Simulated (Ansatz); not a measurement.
Trial structure of CrB₃S₂, not yet relaxed:

```yaml
crystal:
  lattice:
    - [3.72850, 0.00000, 0.00000]
    - [-1.86425, 3.22898, 0.00000]
    - [0.00000, 0.00000, 6.58842]
  atoms:
    - { symbol: Cr, position: [0.00000, 0.00000, 0.00000] }
    - { symbol: B, position: [0.50000, 0.00000, 0.00000] }
    - { symbol: B, position: [0.00000, 0.50000, 0.00000] }
    - { symbol: B, position: [0.50000, 0.50000, 0.00000] }
    - { symbol: S, position: [0.00000, 0.00000, 0.72543] }
    - { symbol: S, position: [0.00000, 0.00000, 0.27457] }
```

All numbers below come from DFT PBE, scalar-relativistic, plane waves, PAW in Ansatz 0.2.0. Settings: cutoff 420 eV, Γ-centred mesh 6×6×4 on the computed 6-atom cell, Gaussian smearing of 0.10 eV; collinear spin from starting moments 3.0 0.0 0.0 0.0 0.0 0.0 μB.

Formation energies are uncorrected and refer to the elements' standard structures at the same level.

**Question.** What does a single point on this coarse mesh give?

**Answer.** The pressure is 56.8 GPa (the mean over three directions, positive in compression), the largest force is 13.08 eV/Å, and the energy is +1.48 eV/atom against the elements. The shortest distance is 1.81 Å.

**Question.** How much does it gain on relaxing, and where does it end?

**Answer.** Relaxing gains about 0.87 eV/atom (the start's value is from the coarse mesh, so the gain is rough) in 16 ionic steps and ends at +0.60 eV/atom on the finer mesh. The symmetry stays P6/mmm (No. 191). The volume per atom grows by 27.5 %, from 13.2 to 16.9 Å³. The shortest distance goes from 1.81 Å (Cr–S) to 2.00 Å (Cr–B and B–B). Conventional cell: a = 4.003 Å, c = 7.286 Å. Cr has 6 B at 2.00 Å and 2 S at 2.19 Å; B is surrounded by 2 Cr at 2.00 Å and 4 B at 2.00 Å; S has 1 Cr at 2.19 Å.

The last run used a 12×12×6 mesh (in the run's order of axes) for its 6-atom cell and Gaussian smearing of 0.10 eV. No dispersion correction is applied, so the spacing and binding between layers, chains or molecules are poorly described. An odd number of electrons in the primitive cell allows no gap without spin; a larger cell or a magnetic state could open one. No Hubbard U is applied to the 3d shell of Cr. The reference form of S is held partly by dispersion forces, which this level lacks. Trial moments died out on the coarse mesh, so the last step has no spin; another magnetic start might hold. The relaxation can't lower the symmetry of the start. A structure relaxed within its symmetry needn't be a true minimum.
